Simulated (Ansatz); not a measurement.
## Calculated quadrupolar parameters for MgCrInS₄

The cell is a computed structure from the Materials Project (it need not be an observed phase).

Space group Imma (No. 74); a = 7.3672, b = 7.5164, c = 10.6154 Å.

```
site  Wyckoff  site symmetry       x       y       z
  Mg       4e            mm2  0.5000  0.2500  0.3742
  Cr       4d          .2/m.  0.7500  0.7500  0.2500
  In       4b          2/m..  0.5000  0.5000  0.0000
  S7       8h            m..  0.5000  0.9680  0.2491
  S8       8i            .m.  0.2430  0.7500  0.4791
```

One atom of each set is listed; the run and its k-mesh use a cell of 14 atoms with edges of 7.47, 7.47, 7.47 Å.

All values are calculated (Ansatz; DFT, PBE, plane waves and PAW, scalar-relativistic, collinear spin, 420 eV cutoff, Γ-centred 5×5×5 k-points, Fermi–Dirac smearing 0.02 eV), not measured. Start moments as typed (μB): 3 on each Cr, none on the rest.

C_Q = eQV_zz/h, which is 24.18 MHz for Q = 1 b and V_zz = 10²¹ V/m²; η = (V_xx − V_yy)/V_zz.

²⁵Mg: I = 5/2, Q = 199.4 mb; ⁵³Cr: I = 3/2, Q = -150.0 mb; 113In: I = 9/2, Q = 761.0 mb; ³³S: I = 3/2, Q = -69.40 mb. Nuclear quadrupole moments: year-2017 set (Pyykkö).

Task: What field gradients does the calculation give at each kind of site?

Result: 

```json
{"site": "Mg", "atoms": "2", "first shell": "4 S at 2.45–2.50 Å", "V_zz (10²¹ V/m²)": "0.30", "η": "0.34", "C_Q (MHz)": "1.46"}
{"site": "Cr", "atoms": "2", "first shell": "6 S at 2.43–2.47 Å", "V_zz (10²¹ V/m²)": "-1.21", "η": "0.68", "C_Q (MHz)": "4.38"}
{"site": "In", "atoms": "2", "first shell": "6 S at 2.60–2.66 Å", "V_zz (10²¹ V/m²)": "3.82", "η": "0.54", "C_Q (MHz)": "70.3"}
{"site": "S7", "atoms": "4", "first shell": "2 Cr at 2.47 Å, 1 Mg at 2.50 Å, 1 In at 2.66 Å", "V_zz (10²¹ V/m²)": "-1.89", "η": "0.39", "C_Q (MHz)": "3.17"}
{"site": "S8", "atoms": "4", "first shell": "1 Cr at 2.43 Å, 1 Mg at 2.45 Å, 2 In at 2.60 Å", "V_zz (10²¹ V/m²)": "1.41", "η": "0.96", "C_Q (MHz)": "-2.36"}
```

Without spin–orbit coupling (the program notes it for In) the gradients can shift somewhat, as the gap is small. With a gap of 0.9 eV on this mesh, small gradients can still move by 0.1 × 10²¹ V/m² or more as the k-mesh gets denser. All moments are parallel here, as the start or the cell imposes; many such compounds order antiparallel, where fields and spin densities carried over to other atoms largely cancel. The magnetic order is the one that the run reached from its start moments, not necessarily the measured one. Where η is near 1 the sign of V_zz means little.
